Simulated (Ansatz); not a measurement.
Below is a relaxed structure of Sc₃Al₂. The cell was found from a structure generator's guess, not taken from experiment.

Theory: DFT PBE, scalar-relativistic, plane waves, PAW in Ansatz. Cutoff 420 eV, Γ-centred mesh, Gaussian smearing, no spin polarisation.

```
Sc Al
1.0
     7.79120   -2.73629    0.00000
     7.79120    2.73629    0.00000
     0.00000    0.00000    4.93677
Sc Al
6 4
Cartesian
  7.7912 -1.7491 1.2342
  9.4501 1.0087 1.2342
  6.1323 1.0087 1.2342
  7.7912 1.7491 3.7026
  9.4501 -1.0087 3.7026
  6.1323 -1.0087 3.7026
  3.1248 0.9307 1.2342
  12.4576 0.9307 1.2342
  3.1248 -0.9307 3.7026
  12.4576 -0.9307 3.7026
```

Formation energies are uncorrected and refer to the elements' standard structures at the same level.

(1) Find its symmetry and describe it.

(2) What is its formation energy per atom?

(3) Is it a metal?

Answers

(1) Cmcm (No. 63), with Sc and Al ordered on hcp sites. Conventional cell: a = 15.582 Å, b = 5.473 Å, c = 4.937 Å. Sc on a site of symmetry m2m is surrounded by 10 Sc at 3.06–3.22 Å and 2 Al at 3.13 Å; Sc on a site of symmetry m is surrounded by 5 Al at 2.98–3.17 Å and 7 Sc at 3.06–3.32 Å; Al is surrounded by 6 Sc at 2.98–3.17 Å and 6 Al at 3.04–3.14 Å.

(2) −0.13 eV/atom.

(3) Yes, bands cross the Fermi level on the 8×8×8 mesh.

The last run used an 8×8×8 mesh for its 10-atom cell and Gaussian smearing of 0.10 eV. A structure relaxed within its symmetry needn't be a true minimum. Another cell of Sc3Al2 relaxed alike, in I4/mmm, lies 232 meV/atom lower, so this cell isn't the stable form at this level.
